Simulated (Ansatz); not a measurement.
**An elastic constant from a strain scan in SrO**

The calculation used DFT r2SCAN, scalar-relativistic, plane waves, PAW (Ansatz). The runs took a 500 eV cutoff, a Γ-centred 8×8×8 mesh and Gaussian smearing (0.05 eV). No spin polarisation. Energies are free energies at this smearing, counted from the undisturbed cell; pressure is positive in compression.

Zero of the scan (relaxed at this level):

```
CELL_PARAMETERS angstrom
0.00000 2.58015 2.58015
2.58015 0.00000 2.58015
2.58015 2.58015 0.00000
ATOMIC_POSITIONS crystal
Sr 0.00000 0.00000 0.00000
O 0.50000 0.50000 0.50000
```

The cell is strained by ε times the Voigt pattern (0, 0, 0, 0, 0, 1) (xx, yy, zz, yz, xz, xy; engineering shear) with fractional coordinates fixed. The cell holds 2 atoms in V0 = 34.35 Å³. The stress column is τ = (1/V0) dE/dε, got from the stress tensor σ (compression positive) at each point as −det(1 + εP) σ : P(1 + εP)⁻¹, with P the pattern as a tensor.

```csv
ε,ΔE (meV/atom),τ (GPa)
-0.0175,0.908,-0.970
-0.0150,0.666,-0.832
-0.0125,0.463,-0.693
-0.0100,0.297,-0.554
-0.0075,0.166,-0.416
-0.0050,0.073,-0.277
-0.0025,0.018,-0.139
0.0000,0.000,0.000
0.0025,0.018,0.139
0.0050,0.073,0.277
0.0075,0.166,0.416
0.0100,0.297,0.554
0.0125,0.463,0.693
0.0150,0.666,0.832
0.0175,0.908,0.970
0.0200,?,?
```

Task: Which combination of elastic constants does this scan measure, and how large is it?

Result: For small ε, τ = τ0 + Kε with K = pᵀCp, which for this pattern is C44 in the cubic axes. The parabola through τ at ε = -0.0025, 0 and 0.0025 has slope K = 55 GPa at zero. The energies per cell, E = NΔE, of the wider pair ε = ±0.0175 give K = 2[E(ε₊)/ε₊ − E(ε₋)/ε₋]/[(ε₊ − ε₋)V0] = 55 GPa, in agreement.

Task: Predict the withheld row at ε = 0.0200 from the harmonic law, and compare.

Result: ΔE = V0(τ0 ε + Kε²/2)/N = 1.188 meV/atom and τ = 1.11 GPa. The calculation gives 1.186 meV/atom and 1.11 GPa, a miss of 0.01 meV/atom at most, so the harmonic law still holds here.